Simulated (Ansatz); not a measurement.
# Zn$_{4}$O: phonons across the zone

These are results of DFT PBE, scalar-relativistic, plane waves, PAW in Ansatz 0.2.0, not measurements. Cutoff 420 eV, 12×12×4 k-points (Γ-centred), Gaussian smearing of 0.10 eV. No spin polarisation. Phonons by linear response, acoustic sum rule imposed.

Equilibrium structure at this level:
```
CELL_PARAMETERS angstrom
3.03970 0.00000 0.00000
-1.51985 2.63246 0.00000
0.00000 0.00000 9.03705
ATOMIC_POSITIONS crystal
Zn 0.66667 0.33333 0.01879
Zn 0.00000 0.00000 0.69996
Zn 0.33333 0.66667 0.46340
Zn 0.00000 0.00000 0.23631
O 0.66667 0.33333 0.80607
```

The structure comes from a generated guess, relaxed at this level; another structure or a mixture of phases may lie lower. In a metal, frequencies and elastic constants depend on the k mesh and the smearing, soft modes and shear constants most. The q mesh is coarse, so values between its points are rough.

Force constants from linear response on a 3×3×1 q mesh.

Path: Γ–M–K–Γ–A–L–H–A | L–M | H–K. Only the points of the 3×3×1 mesh were computed; the rest is interpolation, which is rough on so few points. On the mesh no mode is imaginary. Distance along the path (Å⁻¹), then the branches (cm⁻¹, negative for imaginary):
```
0.000  0 0 0 60 60 62 62 90 90 143 169 247 358 358 493
0.298  14 25 44 56 58 65 81 90 93 146 170 242 364 382 493
0.597  23 46 54 56 72 76 89 92 124 151 171 234 377 432 492
0.895  33 50 55 73 86 90 100 101 139 152 169 239 389 475 491
1.193  39 53 54 78 88 95 106 120 131 153 168 245 393 487 495
1.366  41 52 54 81 89 97 110 120 132 152 168 243 399 486 493
1.538  43 51 56 87 92 100 118 123 137 148 166 240 415 481 489
1.710  44 52 58 92 95 103 122 129 142 146 165 236 436 470 487
1.882  44 52 58 94 96 104 123 133 138 151 164 234 451 459 487
2.227  38 52 56 86 93 97 111 131 135 146 167 236 421 469 488
2.571  23 46 54 66 78 88 91 100 126 151 170 233 390 442 492
2.916  13 32 48 52 59 68 83 90 96 147 170 241 367 388 493
3.260  0 0 0 60 60 62 62 90 90 143 169 247 358 358 493
3.347  9 9 22 55 55 66 66 90 90 137 172 247 358 358 493
3.434  17 17 44 49 49 70 70 90 90 124 178 247 358 358 493
3.521  25 25 42 42 64 73 73 89 89 109 183 247 358 358 493
3.608  30 30 37 37 74 74 76 89 89 98 184 246 358 358 493
3.906  26 27 43 47 75 85 88 89 91 108 182 242 364 382 493
4.205  23 34 49 51 84 87 88 107 115 137 174 236 377 432 492
4.503  30 54 54 58 88 89 99 118 134 152 168 239 389 475 491
4.801  36 55 62 64 88 90 105 122 143 150 167 244 393 487 495
4.974  39 53 63 69 85 94 110 123 143 149 166 242 399 486 493
5.146  43 53 64 76 84 99 122 126 142 148 165 239 415 481 489
5.318  44 57 65 80 88 103 130 130 140 148 163 236 436 470 487
5.490  44 58 66 81 90 104 132 133 138 150 162 235 451 459 487
5.835  41 54 62 74 85 99 125 126 138 145 164 236 421 469 488
6.179  27 39 52 58 84 90 99 113 119 140 171 235 390 442 492
6.524  24 28 44 48 76 87 88 92 94 111 181 241 367 388 493
6.869  30 30 37 37 74 74 76 89 89 98 184 246 358 358 493
6.912  36 55 61 65 88 90 105 122 142 150 167 244 393 487 495
6.999  37 55 58 69 90 90 105 121 139 152 167 244 393 487 495
7.086  38 54 55 74 89 93 106 120 134 152 168 244 393 487 495
7.173  39 53 54 77 88 95 106 120 131 153 168 245 393 487 495
7.216  44 58 66 81 90 104 132 133 138 150 162 235 451 459 487
7.303  44 57 64 83 91 104 131 133 138 150 163 235 451 459 487
7.390  44 55 61 88 93 104 128 133 138 151 164 234 451 459 487
7.477  44 53 59 92 95 104 125 133 138 151 164 234 451 459 487
7.564  44 52 58 94 96 104 123 133 138 151 164 234 451 459 487
```
